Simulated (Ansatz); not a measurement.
ZrTa:
Space group Pmma (No. 51); a = 4.693 Å, b = 3.558 Å, c = 4.960 Å, α = β = γ = 90.00°

```tsv
atom	site	symmetry	x	y	z
Ta	2e	mm2	0.7500	0.0000	0.1912
Zr	2f	mm2	0.2500	0.5000	0.2774
```

Relaxed at zero pressure with PBE (plane waves, PAW; program Ansatz).

Question: The volume is raised by 9 % and shape and atoms relax at that volume. What pressure results, and how do the axes share the change?

Answer: -8.6 GPa; a 1.5 %, b 4.0 %, c 3.2 %; the energy rises by 54 meV/atom.

Question: Give the new structure.

Answer: 
Space group Pmma (No. 51); a = 4.7627 Å, b = 3.7017 Å, c = 5.1202 Å, α = β = γ = 90.00°

```
atom  site  symmetry       x       y       z
----  ----  --------  ------  ------  ------
Ta      2e       mm2  0.7500  0.0000  0.1803
Zr      2f       mm2  0.2500  0.5000  0.2756
```

The phase is kept; no other phase was compared at this pressure.

The start of the workflow was typed in or built on a structure type; neither database checked (COD, Materials Project) lists it. Whether it is the stable phase at ambient conditions was not checked. The cell was relaxed with PBE under the symmetry of its start; whether a distortion lowers the energy is not shown. No spin polarisation was allowed. Axis ratios of metals converge slowly with the k-mesh, so a and c are less sure than the volume. Spin–orbit coupling is left out wherever it is not named.

Potentials: the later of the program's two PAW sets.
